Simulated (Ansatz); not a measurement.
## WBrCl$_{3}$O (P1), a vibration from a frozen displacement

These are results of DFT PBE+D3(BJ), scalar-relativistic, plane waves, PAW (Ansatz 0.2.0), not measurements. Settings: plane waves to 420 eV, k-mesh 8×6×6 (Γ-centred), Gaussian smearing 0.05 eV. Spin–orbit coupling is left out, which matters for the heavy elements here. No spin polarisation. Energies are free energies at this smearing, counted from the undisturbed cell; pressure is positive in compression.

Zero of the scan (relaxed at this level; it needn't be the usual structure):

```yaml
crystal:
  lattice:
    - [3.90643, -0.00173, 0.01265]
    - [1.94032, 6.07990, -0.12819]
    - [1.96981, -0.06729, 6.19108]
  atoms:
    - { symbol: W, position: [0.01111, 0.99765, 0.99619] }
    - { symbol: Br, position: [0.80226, 0.20282, 0.34245] }
    - { symbol: Cl, position: [0.01108, 0.32137, 0.81811] }
    - { symbol: Cl, position: [0.15021, 0.67520, 0.17569] }
    - { symbol: Cl, position: [0.34095, 0.80495, 0.67144] }
    - { symbol: O, position: [0.56239, 0.99802, 0.99613] }
```

Atom 3 (Cl) is moved by x along the Cartesian unit vector (0.707, 0.707, 0.000); the cell and all other atoms stay fixed. The cell's volume is 146.88 Å³; the moved atoms weigh 35.450 u together and the others 350.643 u.

| x (Å) | ΔE (meV/cell) | total force on the moved atoms along the move (eV/Å) | pressure (GPa) |
| --- | --- | --- | --- |
| -0.3000 | 445.44 | 3.2634 | 4.3354 |
| -0.2250 | 238.16 | 2.2819 | 3.0292 |
| -0.1500 | 100.40 | 1.4105 | 1.8758 |
| -0.0750 | 23.78 | 0.6511 | 0.8683 |
| 0.0000 | 0.00 | 0.0008 | -0.0021 |
| 0.0750 | 21.07 | -0.5462 | -0.7453 |
| 0.1500 | 79.55 | -0.9984 | -1.3712 |
| 0.2250 | 168.69 | -1.3656 | -1.8900 |
| 0.2625 | 222.86 | -1.5206 | -2.1122 |
| 0.3000 | 282.52 | -1.6583 | -2.3109 |

Q: What frequency belongs to this motion?

A: The force constant is k = −dF/dx = 7.982 eV/Å², from the parabola through x = -0.0750, 0 and 0.0750. In every cell the moved atoms swing against the rest, so the mass is μ = m₁m₂/(m₁ + m₂) = 32.195 u, and ν̃ = 521.5 cm⁻¹ × √(|k|/μ) = 260 cm⁻¹. The pattern needn't be a normal mode: ν̃² is then a weighted mean of the squared nonzero frequencies at the zone centre of this cell, taken without macroscopic field, so it lies between the lowest and the highest of them.

Q: How far does the harmonic law reach?

A: At x = -0.300 Å, kx²/2 = 359.18 meV against the computed 445.44 meV (+24.0 %): the well stiffens in this direction at large amplitude.

Cost: 10 runs of about 2.5 core-minutes in all, on AMD EPYC 9R45 (Zen 5) (shared hosts).